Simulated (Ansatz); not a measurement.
Zone-centre phonons of Ag at 7 GPa: input and output

Method: DFT LDA, scalar-relativistic, plane waves, PAW (Ansatz).

Launched with:
```bash
ansatz run input.yaml --threads 1 --pin off --max-ram 3072MiB --backend cpu --events-out ev --progress --plain --runs-dir out
```

Input (bare energies are in eV):
```yaml
crystal:
  lattice:
    - [2.7865565316, 0.0, 0.0]
    - [-1.3932782658, 2.4132287455, 0.0]
    - [0.0, 0.0, 9.1181348407]
  atoms:
    - { symbol: Ag, position: [0.3333333333, 0.6666666667, 0.25] }
    - { symbol: Ag, position: [0.6666666667, 0.3333333333, 0.75] }
    - { symbol: Ag, position: [0.0, 0.0, 0.0] }
    - { symbol: Ag, position: [0.0, 0.0, 0.5] }
basis:
  ecutwfc: 420
kpoints:
  mp_grid: { grid: [18, 18, 6] }
hamiltonian:
  xc: lda
scf:
  occupations: { method: fermi_dirac, width: 0.15 }
output:
  eigenvalues: true
phonons:
  method: dfpt
  eigenvectors: true
```

The end of the output:
```
--- Phonons (Γ-DFPT): 4 representative perturbations + reference, on 524 of 1944 k-points (Σ response iterations 30) ---
  k mesh reduced under 2 symmetry operations, with k and −k counted as one. Each operation leaves every solved perturbation unchanged. A smaller set is not used because it would not reduce the number of displacements ...
  ASR residual: 2.517e-4 → 0.000e0 eV/Å²; symmetrization residual: 6.292e-6 eV/Å²
  ASR residual per site (eV/Å²): 2.47e-4 2.47e-4 2.52e-4 2.52e-4
  Γ frequencies (cm⁻¹): 0.00 0.00 0.00 59.82 59.82 62.56 62.56 85.27 85.27 153.04 155.33 211.97
  non-analytic LO–TO correction: not included (Born effective charges unavailable; polar crystals: no LO–TO splitting at Γ)
```

The run took 16 min on 1 thread of Intel(R) Xeon(R) Processor @ 2.70GHz, on a shared host, peak memory 2.8 GiB.

In a metal, frequencies and elastic constants depend on the k mesh and the smearing, soft modes and shear constants most. Other phases may be more stable at this pressure.

This form isn't the element's structure at ambient conditions.